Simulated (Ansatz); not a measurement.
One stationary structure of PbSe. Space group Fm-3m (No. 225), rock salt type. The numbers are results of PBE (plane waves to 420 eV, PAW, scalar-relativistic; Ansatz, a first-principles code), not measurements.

```cif
data_PbSe
_chemical_formula_sum 'Pb1 Se1'
_space_group_name_H-M_alt 'P 1'
_space_group_IT_number 1
_cell_length_a 4.39682
_cell_length_b 4.39682
_cell_length_c 4.39682
_cell_angle_alpha 60.000
_cell_angle_beta 60.000
_cell_angle_gamma 60.000
loop_
_space_group_symop_operation_xyz
  'x, y, z'
loop_
_atom_site_label
_atom_site_type_symbol
_atom_site_fract_x
_atom_site_fract_y
_atom_site_fract_z
_atom_site_occupancy
Pb1 Pb 0.00000 0.00000 0.00000 1
Se1 Se 0.50000 0.50000 0.50000 1
```

Question: Predict the band gap from PBE.

Answer: 0.43 eV, direct at L (no spin-orbit coupling).

No spin polarisation in the result. Spin-orbit coupling is missing; with elements this heavy it can move band edges by tenths of an eV or more.

The run could not lose the symmetry of its start.
